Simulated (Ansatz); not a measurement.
GaGeO3:
```xyz
5
Lattice="3.4831 0.0000 0.0000 0.0000 3.4831 0.0000 0.0000 0.0000 4.7200" Properties=species:S:1:pos:R:3 pbc="T T T"
Ga     1.7416     1.7416     2.8929
Ge     0.0000     0.0000     1.0053
O      0.0000     1.7416     2.0592
O      1.7416     0.0000     2.0592
O      1.7416     1.7416     4.6809
```

Relaxed with r²SCAN+D4.

Question: Give the Bader charges and basin volumes of the independent atoms, r²SCAN+D4 (plane waves, PAW; program Ansatz).

Answer: 

| atom | Bader charge (e) | Bader volume (Å³) |
|---|---|---|
| Ga1 | +1.96 | 8.1 |
| Ge2 | +1.73 | 12.9 |
| O3 | -1.28 | 11.0 |
| O5 | -1.13 | 14.3 |

Space group P4mm. The start of the workflow was typed in or built on a structure type; neither database checked (COD, Materials Project) lists it. Whether it is the stable phase at ambient conditions was not checked. The cell was relaxed with r²SCAN+D4 under the symmetry of its start; whether a distortion lowers the energy is not shown.

Potentials: the later of the program's two PAW sets.
